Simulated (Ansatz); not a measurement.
**Bi$_{4}$Te$_{3}$ from LDA upwards**

The starting cell is an entry of the Crystallography Open Database (1979):

```
CELL_PARAMETERS angstrom
2.22550 1.28489 13.96267
-2.22550 1.28489 13.96267
0.00000 -2.56979 13.96267
ATOMIC_POSITIONS crystal
Bi 0.71717 0.71717 0.71717
Bi 0.28283 0.28283 0.28283
Bi 0.14600 0.14600 0.14600
Bi 0.85400 0.85400 0.85400
Te 0.00000 0.00000 0.00000
Te 0.42603 0.42603 0.42603
Te 0.57397 0.57397 0.57397
```

Atoms and cell were relaxed at zero pressure with plane-wave PAW DFT (Ansatz 0.2.0; one set of PAW datasets, made under PBE, for all functionals; 420 eV, r2SCAN 500 eV; 7×7×7 Γ-centred mesh, fermi-dirac occupations of width 0.100 eV; no spin polarisation, no spin-orbit coupling, no dispersion correction), keeping the symmetry (R-3m, No. 166).

Q: What cells and energies do LDA, PBEsol, PBE, r2SCAN give?

A: The relaxed conventional cells:

```
functional  a (Å)   c (Å)  volume (Å³/atom)  formation energy (eV/atom)
       LDA  4.411  40.987             32.89                      -0.160
    PBEsol  4.441  41.447             33.71                      -0.166
       PBE  4.510  42.923             36.01                      -0.175
    r2SCAN  4.472  43.638             35.99                      -0.194
 the entry  4.451  41.888             34.22                           –
```

LDA gives the smallest volume and PBE the largest, 9.5 % more, the usual order, since LDA overbinds and PBE's gradient terms loosen the lattice. Against the entry's volume: LDA -3.9 %, PBEsol -1.5 %, PBE +5.2 %, r2SCAN +5.2 %; PBEsol comes nearest. The axis c stretches most from LDA to PBE (4.7 %), the mark of a weakly bound direction, where the missing dispersion matters. The formation energies span 0.03 eV an atom, lowest under r2SCAN.

Caveats: each relaxation keeps the start's symmetry, so a distorted cell may lie lower; computed cells are at 0 K with fixed nuclei, while the entry holds thermal expansion, often some tenths of a per cent in volume and more in soft crystals; no spin-orbit coupling, which moves formation energies of heavy elements; without dispersion the spacing of weakly bound layers is ill defined; formation energies are at zero smearing against the elements' usual phases under the same functional, gases as free molecules, uncorrected.
